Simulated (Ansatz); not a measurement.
BeSe (zinc blende), relaxed with HSE06 (Ansatz, a first-principles code, plane waves, PAW): a = 5.147 Å, b = 5.147 Å, c = 5.147 Å, α = 90.00°, β = 90.00°, γ = 90.00°.

```
Quantity              Value
--------------------  -----
gap (eV)               3.47
B₀ by P(V) fit (GPa)   80.8
```

Problem. The same phase is relaxed and computed with PBE in the same code. What are the cell and these values now?

Solution. a = b = c = 5.1777 Å, α = β = γ = 90.00°.

gap (eV): 2.67
B₀ by P(V) fit (GPa): 75.1

All cells were relaxed under the symmetry of their starts (and spin orders); stability against distortions was not tested throughout. Scalar-relativistic: spin–orbit coupling is off unless named, which matters more the heavier the elements.

Potentials: the later of the program's two PAW sets.

Ansatz is a plane-wave DFT program.
